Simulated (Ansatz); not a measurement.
In (simple cubic, Pm-3m) at seven volumes, DFT-r²SCAN in the program Ansatz with PAW potentials, scaled uniformly. One row is withheld.

| V (Å³/atom) | P (GPa) |
|---|---|
| 25.558 | 4.55 |
| 26.400 | 2.76 |
| 27.243 | ? |
| 28.085 | 0.00 |
| 28.928 | -1.07 |
| 29.771 | -1.89 |
| 30.613 | -2.50 |

### Question
Fit the shown pressures and predict the withheld one.

### Answer
P = (3/2)B₀(x^(7/2) − x^(5/2))[1 + (3/4)(B′ − 4)(x − 1)] with x = (V₀/V)^(2/3). Least squares on the six rows gives V₀ = 28.070 Å³/atom, B₀ = 37.4 GPa, B′ = 5.68. At V = 27.243, x = 1.0201 and P = 1.22 GPa. The run itself gave 1.26 GPa.

The cell is a constructed one: a structure type filled with these elements; neither database checked (COD, Materials Project) lists it. It is not the phase usual at ambient conditions (space group No. 139). The cell was relaxed with r²SCAN under the symmetry of its start. At this level the phase is mechanically unstable.

Potentials: the later of the program's two PAW sets.
